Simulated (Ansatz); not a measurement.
A relaxation computed with Ansatz, from input to last step.

```yaml
crystal:
  lattice:
    - [7.141998, 0.0, 0.0]
    - [0.0, 7.141998, 0.0]
    - [0.0, 0.0, 7.141998]
  atoms:
    - { symbol: Zn, position: [0.9997201053, 0.5021654287, 0.0019595383] }
    - { symbol: Zn, position: [0.9984607993, 0.0001384683, 0.4928109574] }
    - { symbol: Zn, position: [0.2469335022, 0.7463601332, 0.249981263] }
    - { symbol: Zn, position: [0.2501008174, 0.2472581095, 0.7476224963] }
    - { symbol: In, position: [0.2513745738, 0.7470527677, 0.7486273971] }
    - { symbol: Sn, position: [0.4959722943, 0.4972833383, 0.9977001161] }
    - { symbol: Sn, position: [0.4993935437, 0.0014793355, 0.5008259376] }
    - { symbol: Sn, position: [0.5036050885, 0.5006865979, 0.4988595637] }
    - { symbol: Sn, position: [0.7515532626, 0.2488998077, 0.7466697356] }
    - { symbol: Sn, position: [0.751982329, 0.7497884179, 0.7473319468] }
    - { symbol: Au, position: [0.0026249957, 0.998765557, 0.9980650903] }
    - { symbol: Au, position: [0.497608607, 0.9997455468, 0.0011810877] }
    - { symbol: Au, position: [0.7529932814, 0.2549596412, 0.2510550623] }
    - { symbol: Au, position: [0.7462651975, 0.7502668746, 0.2509853705] }
    - { symbol: Pb, position: [0.2454866523, 0.2506772781, 0.2510108593] }
    - { symbol: Pb, position: [0.9992536114, 0.4994337012, 0.5005471886] }
  symmetry: { detect: false }
basis:
  ecutwfc: 420
kpoints:
  mp_grid: { grid: [2, 2, 2], shift: [0.5, 0.5, 0.5] }
hamiltonian:
  xc: pbe
scf:
  occupations: { method: gaussian, width: 0.1 }
  lower_state_search: "off"
output:
  forces: true
  stress: true
  eigenvalues: true
relax:
  adjacent_minimum: "off"
  f_tol: 0.04
  max_steps: 50
  cell: { stress_tol: 0.3 }
```

```bash
ansatz run input.yaml --threads 4 --pin off --max-ram 9216MiB --backend cpu --events-out ev --progress --plain --runs-dir out
```

All numbers below come from DFT PBE, scalar-relativistic, plane waves, PAW (Ansatz).

Of 31 frames 10 are shown, positions in Å and forces in eV/Å; the SCF threshold varies from step to step. Steps run on the plane waves of an earlier cell, with a Pulay correction in the pressure. The basis is chosen afresh for the last frame, the zero of the energies, and at times for earlier ones too; energy and pressure can step there, also at an unchanged geometry. Here that happened at step 19 (-7 meV/atom, 0.5 GPa); frames between the last choice of the basis and such a step carry an error that grows, as the cell changes, to that size. The mark taken_back stands on steps that the optimiser undid.

```xyz
16
Lattice="7.1420 0.0000 0.0000 0.0000 7.1420 0.0000 0.0000 0.0000 7.1420" Properties=species:S:1:pos:R:3:forces:R:3 pbc="T T T" step=1 free_energy_over_end_meV_per_atom=276.72 pressure_GPa=1.69
Zn    7.1400    3.5865    0.0140   -0.2014    0.2627    0.3170
Zn    7.1310    0.0010    3.5197   -0.2588   -0.1548   -0.3622
Zn    1.7636    5.3305    1.7854   -0.3389    0.5390   -0.5664
Zn    1.7862    1.7659    5.3395   -0.1774   -0.5941    0.5383
In    1.7953    5.3354    5.3467   -0.5390    1.0334    0.9889
Sn    3.5422    3.5516    7.1256    0.4233    0.2169    0.4411
Sn    3.5667    0.0106    3.5769    0.4521   -0.1530   -0.6292
Sn    3.5967    3.5759    3.5629    0.4173    0.1893   -0.8324
Sn    5.3676    1.7776    5.3327    0.4466   -1.1628    1.0671
Sn    5.3707    5.3550    5.3374    0.5169    0.9794    1.0735
Au    0.0187    7.1332    7.1282   -0.0154   -0.2029    0.0242
Au    3.5539    7.1402    0.0084    0.0041   -0.1844    0.1087
Au    5.3779    1.8209    1.7930    0.0863   -0.3994   -0.3448
Au    5.3298    5.3584    1.7925    0.0696    0.2730   -0.2052
Pb    1.7533    1.7903    1.7927   -0.6203   -1.0645   -0.9259
Pb    7.1367    3.5670    3.5749   -0.2650    0.4223   -0.6926
16
Lattice="7.0585 -0.0165 -0.0569 -0.0165 7.6381 0.0748 -0.0569 0.0748 6.9759" Properties=species:S:1:pos:R:3:forces:R:3 pbc="T T T" step=4 free_energy_over_end_meV_per_atom=139.18 pressure_GPa=-0.10
Zn    6.9674    3.9719    0.1745   -0.1090   -0.0618    0.0556
Zn    6.8346   -0.1093    3.1865   -0.1054    0.0307   -0.0332
Zn    1.6392    5.9947    1.5925    0.2121   -0.2092    0.2625
Zn    1.6826    1.6419    5.3719   -0.0290   -0.1108    0.0489
In    1.6490    6.0240    5.3631    0.0875    0.0029   -0.1614
Sn    3.4598    3.8264    7.0075   -0.0090   -0.1317   -0.0363
Sn    3.7032    0.0326    3.1980    0.1014    0.0890   -0.0566
Sn    3.6342    3.9677    3.2705    0.0619    0.0578   -0.0343
Sn    5.4067    1.6478    5.4586    0.0649    0.1602    0.0108
Sn    5.2706    6.0134    5.5269   -0.2102   -0.1235   -0.1554
Au   -0.0153    7.5359    7.1250   -0.0076    0.0912   -0.0576
Au    3.4071    7.5568    0.0902   -0.0519    0.0802    0.0176
Au    5.3794    1.8526    1.6048    0.0175    0.1025   -0.1459
Au    5.3118    5.8144    1.6882    0.0001   -0.1561   -0.0451
Pb    1.4843    1.7338    1.6555    0.0130    0.1961    0.1423
Pb    7.0791    4.0103    3.4766   -0.0362   -0.0176    0.1884
16
Lattice="6.5942 -0.1210 -0.0203 -0.1210 8.4346 0.6517 -0.0203 0.6517 6.7252" Properties=species:S:1:pos:R:3:forces:R:3 pbc="T T T" step=8 free_energy_over_end_meV_per_atom=57.72 pressure_GPa=-0.32
Zn    6.3330    4.4550    0.7537    0.0435    0.1555   -0.0061
Zn    6.4624   -0.3040    2.8098   -0.0422   -0.1174    0.0800
Zn    1.7697    6.4541    2.1710   -0.0502    0.1713   -0.2352
Zn    1.6369    2.1194    5.3236    0.0786   -0.0142    0.1334
In    1.5498    7.3109    5.5406    0.0273   -0.0640    0.2629
Sn    2.8917    4.5076    6.6477   -0.1774    0.3093   -0.3581
Sn    3.5501    0.3438    2.9521    0.2731   -0.1210   -0.1217
Sn    3.2742    4.3741    3.3072    0.2537   -0.0485    0.0570
Sn    5.1256    2.2388    5.4221    0.1360   -0.2820    0.2285
Sn    4.8167    7.0989    5.8548    0.0247   -0.0076    0.1747
Au    0.1069    8.9131    7.5726    0.2329    0.0866   -0.1985
Au    3.1770    8.3600    0.7891   -0.1980   -0.0172   -0.1679
Au    4.8404    2.3849    1.4135   -0.0367    0.1079    0.0628
Au    4.8675    6.3510    2.0321   -0.1025   -0.0984    0.2370
Pb    1.2229    2.2472    2.0754   -0.4634   -0.1720   -0.0236
Pb    6.5493    4.6952    4.0640    0.0005    0.1116   -0.1249
16
Lattice="6.6459 -0.1386 0.0854 -0.1386 8.3481 0.6494 0.0854 0.6494 6.7446" Properties=species:S:1:pos:R:3:forces:R:3 pbc="T T T" step=11 free_energy_over_end_meV_per_atom=24.66 pressure_GPa=-0.03
Zn    6.5459    4.6654    0.9764    0.0526    0.0884    0.0444
Zn    6.6595   -0.6984    2.9291   -0.0121    0.0506    0.0296
Zn    2.0045    6.2708    2.0845   -0.2527    0.0125   -0.0007
Zn    1.8121    2.0858    5.3528   -0.0020    0.0051    0.0076
In    1.8034    7.3314    5.4473    0.0144    0.0315   -0.0402
Sn    2.6389    4.5519    6.5733    0.0228   -0.0616    0.0647
Sn    3.9096    0.5317    2.8866    0.0543    0.0786   -0.0298
Sn    3.2729    4.0859    3.4807    0.0464   -0.0107    0.0230
Sn    5.5235    2.0889    5.7449   -0.0814    0.0384    0.0525
Sn    4.9321    6.9933    6.0816   -0.0176    0.0071   -0.0322
Au    0.3464    8.5974    7.6113   -0.0426   -0.1207   -0.0036
Au    3.1597    8.3455    0.7766    0.0611   -0.0158    0.0474
Au    4.6696    2.8307    1.3496    0.1055    0.0375   -0.0633
Au    4.6503    6.2754    2.2686    0.1411    0.0303   -0.0205
Pb    0.8748    2.0647    2.0909   -0.0616   -0.0435   -0.0493
Pb    6.5398    4.6617    4.1625   -0.0282   -0.1277   -0.0296
16
Lattice="6.6827 -0.1174 0.0341 -0.1174 8.3037 0.6829 0.0341 0.6829 6.7149" Properties=species:S:1:pos:R:3:forces:R:3 pbc="T T T" step=14 free_energy_over_end_meV_per_atom=15.21 pressure_GPa=0.02
Zn    6.8435    4.9339    0.9370    0.2057    0.0577   -0.0729
Zn    6.5593   -0.6691    2.8569   -0.0606   -0.0180   -0.0848
Zn    1.9457    6.3499    2.3869    0.0215    0.0807    0.0165
Zn    1.6735    2.0930    5.4279   -0.0382   -0.0345   -0.0046
In    1.8179    7.3596    5.3165    0.0179    0.0136    0.0820
Sn    2.6739    4.4942    6.5890   -0.0722    0.1368   -0.0296
Sn    4.0125    0.7667    2.7206    0.0694    0.0188    0.0435
Sn    3.3057    4.0361    3.5143   -0.0731   -0.0326   -0.0363
Sn    5.3158    2.0821    5.7966    0.1005    0.0055    0.0279
Sn    4.8443    6.8876    5.9143    0.0147   -0.0107    0.0418
Au    0.2058    8.4731    7.5229    0.0400   -0.0368    0.0602
Au    3.1209    8.1789    0.8298   -0.1022   -0.0421   -0.1041
Au    4.9847    3.1680    1.2742   -0.0923   -0.0686    0.0427
Au    4.6559    6.1754    2.2053   -0.0300   -0.0720   -0.0594
Pb    0.9265    2.0000    1.9899   -0.0657   -0.0670    0.0726
Pb    6.5475    4.4556    4.1049    0.0646    0.0689    0.0048
16
Lattice="6.6672 -0.1538 0.0348 -0.1538 8.3158 0.6622 0.0348 0.6622 6.7394" Properties=species:S:1:pos:R:3:forces:R:3 pbc="T T T" step=18 free_energy_over_end_meV_per_atom=11.08 pressure_GPa=-0.07
Zn    6.9813    4.9048    0.8754    0.0168    0.0265    0.0042
Zn    6.3859   -0.7825    2.8606   -0.0040    0.0056    0.0033
Zn    1.9537    6.5232    2.5182   -0.0112   -0.0024   -0.0079
Zn    1.6802    2.0234    5.4798    0.0098    0.0002    0.0097
In    1.7489    7.3936    5.3289    0.0145   -0.0132    0.0004
Sn    2.6707    4.4414    6.5604   -0.0045   -0.0098   -0.0163
Sn    4.0084    0.8360    2.7190    0.0045    0.0030   -0.0024
Sn    3.1644    4.0046    3.4753   -0.0013    0.0056   -0.0137
Sn    5.3842    2.0554    5.8562   -0.0046    0.0048   -0.0120
Sn    4.7805    6.8178    5.9314   -0.0023   -0.0011   -0.0078
Au    0.1845    8.4211    7.5800    0.0062   -0.0111    0.0105
Au    3.1342    8.1602    0.7900   -0.0037    0.0024    0.0028
Au    5.0033    3.1965    1.2497   -0.0114    0.0211    0.0120
Au    4.5900    6.0144    2.0740    0.0181   -0.0187    0.0155
Pb    0.8559    1.9306    2.0599   -0.0097   -0.0044    0.0030
Pb    6.4824    4.4484    4.0635   -0.0172   -0.0086   -0.0012
16
Lattice="6.6457 -0.1443 0.0258 -0.1443 8.4469 0.7367 0.0258 0.7367 6.7269" Properties=species:S:1:pos:R:3:forces:R:3 pbc="T T T" step=21 free_energy_over_end_meV_per_atom=2.23 pressure_GPa=-0.05 taken_back
Zn    6.9843    5.0453    0.9480    0.0345    0.0203    0.0185
Zn    6.3471   -0.7469    2.8566   -0.0078   -0.0217    0.0164
Zn    1.9712    6.6795    2.6255    0.0114   -0.0352   -0.0132
Zn    1.6700    2.0914    5.4853    0.0023    0.0123    0.0128
In    1.7012    7.5186    5.4398    0.0872    0.0479   -0.0649
Sn    2.6243    4.5420    6.5503   -0.0306    0.0033   -0.0194
Sn    4.0150    0.9245    2.6529   -0.0358   -0.0027    0.0413
Sn    3.1711    4.0619    3.4507    0.0101    0.0321   -0.0040
Sn    5.3365    2.1401    5.8191    0.0213    0.0387    0.0111
Sn    4.7450    6.9721    5.9783    0.0282   -0.0467    0.0381
Au    0.1848    8.6471    7.6669   -0.0364   -0.0193   -0.0006
Au    3.1502    8.2629    0.8504    0.0166   -0.0227   -0.0151
Au    5.0079    3.3049    1.1835   -0.0174   -0.0258   -0.0142
Au    4.6063    6.1121    2.1406   -0.0069    0.0180    0.0104
Pb    0.8189    1.9946    2.0871   -0.0413    0.0021   -0.0003
Pb    6.4856    4.5676    4.1033   -0.0354   -0.0006   -0.0168
16
Lattice="6.6409 -0.1221 0.0114 -0.1221 8.4922 0.7907 0.0114 0.7907 6.7089" Properties=species:S:1:pos:R:3:forces:R:3 pbc="T T T" step=24 free_energy_over_end_meV_per_atom=1.13 pressure_GPa=-0.09
Zn    7.0096    5.1204    0.9990    0.0105   -0.0152    0.0222
Zn    6.3267   -0.7154    2.8619   -0.0080    0.0160    0.0261
Zn    2.0027    6.7252    2.6513   -0.0230   -0.0048    0.0157
Zn    1.6657    2.1468    5.5157   -0.0025   -0.0030    0.0086
In    1.7557    7.6516    5.4610    0.0360    0.0262   -0.0500
Sn    2.5474    4.6212    6.5303   -0.0037    0.0045   -0.0005
Sn    3.9952    0.9920    2.6143   -0.0127    0.0025   -0.0009
Sn    3.1711    4.0882    3.4249    0.0278   -0.0034   -0.0115
Sn    5.3226    2.2105    5.7613    0.0040   -0.0019   -0.0046
Sn    4.7800    6.9964    6.0406   -0.0039   -0.0128    0.0022
Au    0.1899    8.7544    7.7181   -0.0170   -0.0138    0.0002
Au    3.2097    8.2921    0.8831   -0.0091   -0.0061   -0.0011
Au    4.9900    3.3688    1.0976    0.0079    0.0320   -0.0108
Au    4.6311    6.1676    2.2114   -0.0081   -0.0095   -0.0079
Pb    0.7493    2.0288    2.1122   -0.0167    0.0034    0.0056
Pb    6.4911    4.6614    4.1128    0.0184   -0.0141    0.0067
16
Lattice="6.6690 -0.0814 0.0123 -0.0814 8.4738 0.8303 0.0123 0.8303 6.6874" Properties=species:S:1:pos:R:3:forces:R:3 pbc="T T T" step=28 free_energy_over_end_meV_per_atom=0.13 pressure_GPa=0.00
Zn    7.1097    5.1501    1.1150    0.0176   -0.0016   -0.0010
Zn    6.2979   -0.6338    2.9020    0.0003   -0.0005    0.0029
Zn    2.0596    6.7192    2.7000   -0.0006   -0.0020   -0.0050
Zn    1.6359    2.1890    5.5651   -0.0164    0.0029    0.0079
In    1.8254    7.7399    5.4402    0.0064   -0.0060    0.0077
Sn    2.5312    4.6709    6.5218   -0.0071    0.0111   -0.0083
Sn    3.9977    1.1058    2.5042   -0.0032   -0.0136   -0.0262
Sn    3.2838    4.0789    3.4181   -0.0067   -0.0030   -0.0101
Sn    5.3249    2.2142    5.6746    0.0026   -0.0303    0.0213
Sn    4.8557    6.9998    6.0974    0.0042   -0.0036   -0.0046
Au    0.2112    8.7504    7.7689    0.0010    0.0191   -0.0004
Au    3.2457    8.2513    0.8939    0.0030    0.0142    0.0186
Au    5.0529    3.4491    0.9499   -0.0106    0.0036   -0.0109
Au    4.7014    6.1838    2.2809   -0.0132   -0.0012    0.0054
Pb    0.6932    2.0567    2.1432    0.0000   -0.0056   -0.0012
Pb    6.5981    4.7202    4.1743    0.0227    0.0165    0.0039
16
Lattice="6.6768 -0.0756 0.0109 -0.0756 8.4746 0.8365 0.0109 0.8365 6.6848" Properties=species:S:1:pos:R:3:forces:R:3 pbc="T T T" step=31 free_energy_over_end_meV_per_atom=0.00 pressure_GPa=-0.03
Zn    7.1323    5.1535    1.1351   -0.0030   -0.0021    0.0024
Zn    6.2969   -0.6235    2.9092    0.0074   -0.0023   -0.0037
Zn    2.0701    6.7174    2.7094    0.0013   -0.0030   -0.0004
Zn    1.6191    2.2029    5.5822    0.0008    0.0004    0.0032
In    1.8351    7.7535    5.4406    0.0040    0.0030    0.0005
Sn    2.5316    4.6891    6.5125    0.0069   -0.0031    0.0048
Sn    4.0030    1.1181    2.4710    0.0017    0.0088    0.0043
Sn    3.2985    4.0760    3.4084    0.0050   -0.0006   -0.0078
Sn    5.3256    2.2037    5.6630   -0.0069    0.0029    0.0035
Sn    4.8753    7.0137    6.1060    0.0010   -0.0069    0.0087
Au    0.2147    8.7539    7.7831   -0.0044   -0.0014    0.0015
Au    3.2433    8.2503    0.8972    0.0029    0.0019   -0.0129
Au    5.0664    3.4634    0.9188   -0.0002   -0.0016   -0.0024
Au    4.7122    6.1892    2.2919    0.0000   -0.0041    0.0028
Pb    0.6867    2.0606    2.1483   -0.0058    0.0042   -0.0036
Pb    6.6179    4.7321    4.1893   -0.0107    0.0040   -0.0009
```

It took 2.8 min on 4 threads of Intel(R) Xeon(R) 6975P-C (Granite Rapids), on a shared host, peak memory 1.4 GiB.

The k mesh is coarse. Spin–orbit coupling is left out, which can shift energies with elements as heavy as these.